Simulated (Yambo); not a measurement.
Optical response of Na$_{3}$MoO$_{3}$F$_{3}$

```
Na3MoO3F3
1.0
    2.78347     1.60704     4.83540
   -2.78347     1.60704     4.83540
    0.00000    -3.21407     4.83540
O F Na Mo
3 3 3 1
Direct
  0.68868   0.90602   0.25466
  0.25466   0.68868   0.90602
  0.90602   0.25466   0.68868
  0.35979   0.12880   0.82407
  0.82407   0.35979   0.12880
  0.12880   0.82407   0.35979
  0.22602   0.22602   0.22602
  0.50992   0.50992   0.50992
  0.72763   0.72763   0.72763
  0.00022   0.00022   0.00022
```

Yambo, RPA with local fields on PBEsol bands; 4×4×4 mesh, 115 bands, 3 Ry local-field block, 0.2 eV broadening; field along z.

```csv
E (eV),Im ε,Re ε,"Im ε, independent particles"
0.0,0.00,2.27,0.00
0.5,0.00,2.28,0.00
1.0,0.00,2.29,0.01
1.5,0.01,2.30,0.02
2.0,0.01,2.32,0.02
2.5,0.01,2.35,0.03
3.0,0.02,2.40,0.04
3.5,0.03,2.46,0.07
4.0,0.05,2.55,0.13
4.5,0.18,2.67,0.45
5.0,0.17,2.61,0.45
5.5,0.26,2.86,1.07
6.0,0.60,2.89,3.20
6.5,0.69,2.77,1.68
7.0,0.61,2.65,0.93
7.5,0.75,2.87,1.44
8.0,0.85,3.14,2.34
8.5,1.52,3.17,2.55
9.0,2.04,2.76,3.73
9.5,1.91,2.21,3.07
10.0,2.39,2.53,1.58
10.5,2.54,0.84,0.98
11.0,1.69,0.83,1.11
11.5,1.41,0.88,1.09
12.0,1.06,0.90,0.93
12.5,0.85,0.96,0.84
13.0,0.75,1.19,0.81
13.5,0.78,1.36,0.90
14.0,0.91,1.49,1.10
14.5,1.05,1.47,1.20
15.0,1.08,1.43,1.25
15.5,1.17,1.29,1.36
16.0,1.11,1.20,1.30
16.5,1.11,1.20,1.30
17.0,1.22,1.07,1.37
17.5,1.13,1.06,1.29
18.0,1.14,0.83,1.23
18.5,0.92,0.75,1.04
19.0,0.80,0.85,1.01
19.5,0.79,0.91,1.26
20.0,0.91,1.09,1.10
```

Peak heights and small wiggles depend on the k mesh. Convergence of the RPA response with its 4×4×4 mesh was not tested. No excitonic effects at this level.

Spin-orbit coupling is not included.

Geometry of the Materials Project entry, not relaxed at this level.
